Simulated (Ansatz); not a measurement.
Values for one crystal, relaxed and computed with DFT-r²SCAN+D4 in the program Ansatz with PAW potentials; other levels are named.

* **Volume per atom**: 13.31 Å³
* **Band gap**: 3.15 eV (indirect)
* **Smallest direct gap on the standard path**: 4.53 eV
* **Bulk modulus (Birch–Murnaghan fit)**: 106 GPa
* **Debye temperature from the elastic constants**: 754 K
* **Electron effective mass**: 0.29, 0.44, 0.55 mₑ (principal values)
* **Hill bulk and shear moduli**: 106 and 75.4 GPa

### Question
Which compound is it?
A. Bi2Te2Se, R-3m (Bi on 6c, Te on 6c, Se on 3a)
B. V2O5, Pmmn (V on 4e, O on 2a, O on 4e, O on 4e)
C. BeS, P6_422 (Be on 3c, S on 3d)
D. MnCl2, R-3m (Mn on 3a, Cl on 6c)

### Answer
C, BeS, P6_422 (Be on 3c, S on 3d)

The start of the workflow was typed in or built on a structure type; neither database checked (COD, Materials Project) lists it. COD files the formula under space group No. 216, so this cell is another polymorph or a model. Its standing as an ambient phase is unchecked. The r²SCAN+D4 relaxation kept the symmetry of its start; whether a distortion lowers the energy is not shown.

Potentials: the later of the program's two PAW sets.
